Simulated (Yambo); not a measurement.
Yambo run on KSc₂F₇ (space group Cmmm, No. 65). The wavefunctions come from this Quantum ESPRESSO step (LDA, PseudoDojo standard norm-conserving files, scalar-relativistic):

```
&CONTROL
  calculation = 'nscf'
  pseudo_dir = './pseudo'
  outdir = './out'
/
&SYSTEM
  ibrav = 0
  nat = 10
  ntyp = 3
  ecutwfc = 84.0
  ecutrho = 336.0
  occupations = 'fixed'
  force_symmorphic = .true.
  nbnd = 167
/
&ELECTRONS
  conv_thr = 1e-08
  diago_full_acc = .true.
  diago_thr_init = 1e-08
/
ATOMIC_SPECIES
F 18.9984 F.upf
K 39.0983 K.upf
Sc 44.9559 Sc.upf
CELL_PARAMETERS angstrom
  3.272070000000  -5.294810000000   0.000000000000
  3.272070000000   5.294810000000   0.000000000000
  0.000000000000   0.000000000000   4.048340000000
ATOMIC_POSITIONS crystal
F   0.296800000000   0.703200000000   0.000000000000
F   0.703200000000   0.296800000000   0.000000000000
F   0.333230000000   0.045290000000   0.500000000000
F   0.666770000000   0.954710000000   0.500000000000
F   0.045290000000   0.333230000000   0.500000000000
F   0.954710000000   0.666770000000   0.500000000000
F   0.500000000000   0.500000000000   0.500000000000
K   0.000000000000   0.000000000000   0.000000000000
Sc   0.306580000000   0.693420000000   0.500000000000
Sc   0.693420000000   0.306580000000   0.500000000000
K_POINTS automatic
2 2 4 0 0 0
```

Yambo input:

```
rim_cut
gw0
dyson
el_el_corr
HF_and_locXC
ppa
em1d
RandQpts= 1000000
RandGvec= 1 Ry
EXXRLvcs= 84 Ry
VXCRLvcs= 336 Ry
Chimod= "HARTREE"
% BndsRnXp
 3 | 166 |
%
NGsBlkXp= 6 Ry
% LongDrXp
 1.0 | 1.0 | 1.0 |
%
PPAPntXp= 27.2114 eV
% GbndRnge
 1 | 166 |
%
GTermKind= "BG"
DysSolver= "n"
ExtendOut
% QPkrange
 1 | 1 | 40 | 41 |
 7 | 7 | 40 | 41 |
%
```

k points by index: 1 = Γ, 7 = (-0.5, -0.5, 0).

Table of the .qp output:

```
#    K-point    Band    Eo [eV]    E [eV]    E-Eo [eV]    Vxc [eV]    Vnlxc [eV]    Sc|Eo [eV]    Sc|E [eV]    dSc/dw|Eo [eV]    Re(Z)    Im(Z)
#
    1    40    0.000000    -2.003542    -2.003542    -22.98258    -30.56255    5.088275    5.576422    -6.629273    0.804101    -0.001357
    1    41    6.048336    9.045404    2.997068    -18.04770    -9.484899    -4.959531    -5.565731    -5.503592    0.831770    -0.001193
    7    40    -0.026263    -2.062971    -2.036708    -22.75054    -30.49531    5.202305    5.708061    -6.756455    0.801090    -0.001563
    7    41    5.796584    8.726614    2.930030    -17.62419    -9.343172    -4.774832    -5.350990    -5.350554    0.835679    -0.001108
```
(The two width columns are left out.) Convergence of these settings isn't established.

Geometry of the Materials Project entry, not relaxed at this level.

The structure is a Materials Project entry; no match was found in the copy of COD used, and its stability was not checked.
